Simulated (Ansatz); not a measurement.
The relaxed structure here is a generated cell of Au: the first start was made by placing the elements on the sites of a structure type, and the end was not matched to a known phase here, so it may be hypothetical. Known forms of Au include space group No. 225.

The end point of a relaxation of Au. Space group Im-3m (No. 229), bcc (W type). These are r2SCAN (plane waves to 500 eV, PAW, scalar-relativistic; Ansatz, a quantum-chemistry and plane-wave program) values and carry that method's errors.

```xyz
1
Lattice="-1.6379 1.6379 1.6379 1.6379 -1.6379 1.6379 1.6379 1.6379 -1.6379" Properties=species:S:1:pos:R:3 pbc="T T T"
Au     0.0000     0.0000     0.0000
```

```json
{
  "volume_per_atom": "17.58 Å³",
  "band_gap": "zero (metallic)",
  "shortest_distances": "Au–Au 2.84 Å",
  "k-mesh": "20×20×20"
}
```

No spin polarisation in the result.

The run could not lose the symmetry of its start, so the end can be a saddle point.
